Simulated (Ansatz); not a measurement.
MgI2:
```cif
data_I2Mg
_chemical_formula_sum 'Mg1 I2'
_space_group_name_H-M_alt 'P 1'
_space_group_IT_number 1
_cell_length_a 4.07644
_cell_length_b 4.07644
_cell_length_c 6.68897
_cell_angle_alpha 90.000
_cell_angle_beta 90.000
_cell_angle_gamma 120.000
loop_
_space_group_symop_operation_xyz
  'x, y, z'
loop_
_atom_site_label
_atom_site_type_symbol
_atom_site_fract_x
_atom_site_fract_y
_atom_site_fract_z
_atom_site_occupancy
Mg1 Mg 0.00000 0.00000 0.00000 1
I1 I 0.33333 0.66667 0.24770 1
I2 I 0.66667 0.33333 0.75230 1
```

This is the LDA-relaxed structure.

Q: All from DFT-LDA in the program Ansatz with PAW potentials, unless another level is named. Estimate the formation energy from the elements (no fitted shifts).

A: -1072 meV/atom.

Q: Next, the band gap?

A: 3.30 eV (indirect).

Q: And the hole effective mass?

A: 0.20, 2.9, 2.9 mₑ (principal values).

Q: Next, the electron effective mass?

A: 0.25, 0.64, 0.64 mₑ (principal values).

Q: Predict the weight of the valence-edge state by species (Voronoi cells).

A: I 93 %, Mg 7 %.

Q: Predict the weight of the conduction-edge state by species (Voronoi cells).

A: I 52 %, Mg 48 %.

Space group P-3m1 (CdI2 type). The LDA relaxation kept the symmetry of its start; phonons on a q-mesh show no instability. A crystal of weakly bound layers computed without a dispersion correction: the cell and the soft elastic constants depend strongly on that. The references are the lowest solids computed at this level, not always the standard phases. Scalar-relativistic: spin–orbit coupling is off unless named, which matters more the heavier the elements.

Potentials: the later of the program's two PAW sets.
